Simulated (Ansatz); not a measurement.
A surface is cut from this relaxed crystal of TiAl:

```xyz
2
Lattice="2.8106 0.0000 0.0000 0.0000 2.8106 0.0000 0.0000 0.0000 4.0650" Properties=species:S:1:pos:R:3 pbc="T T T"
Ti    0.0000    0.0000    0.0000
Al    1.4053    1.4053    2.0325
```

Miller indices refer to the conventional cell of P4/mmm (No. 123), a = 2.811 Å, b = 2.811 Å, c = 4.065 Å, α = 90.00°, β = 90.00°, γ = 90.00°.

The (211) slab of 10 planes, 10.8 Å thick with 15 Å of vacuum as cut; outer planes TiAl (top) and TiAl (bottom).

Theory: DFT r2SCAN, scalar-relativistic, plane waves, PAW (Ansatz). Plane waves to 500 eV, a k mesh through Γ of 8×7×1 on the computed 20-atom cell and Gaussian smearing (0.10 eV); no spin polarisation. A dipole correction removes the field between periodic images along c.

With the atoms at the bulk's places:

```
Surface energy (mean of both faces) : 2.12 J/m²
Work function                       : 3.86 eV
```

(1) What changes when all atoms relax within this surface cell and its symmetry?

Results:

(1) The energy falls by 0.058 J/m² a face, and the largest move is 0.16 Å.

| Quantity | Value |
| --- | --- |
| Surface energy (mean of both faces) | 2.06 J/m² |
| Work function | 3.96 eV |

```tsv
plane (bottom to top)	atoms	spacing to next, bulk (Å)	relaxed (Å)	change (%)	rumpling (Å)
1	TiAl	1.201	1.069	-11.0	0.051
2	TiAl	1.201	1.242	+3.4	0.010
3	TiAl	1.201	1.193	-0.6	0.009
4	TiAl	1.201	1.204	+0.2	0.039
5	TiAl	1.201	1.189	-0.9	0.004
6	TiAl	1.201	1.204	+0.2	0.004
7	TiAl	1.201	1.193	-0.6	0.039
8	TiAl	1.201	1.242	+3.4	0.009
9	TiAl	1.201	1.069	-11.0	0.010
10	TiAl				0.051
```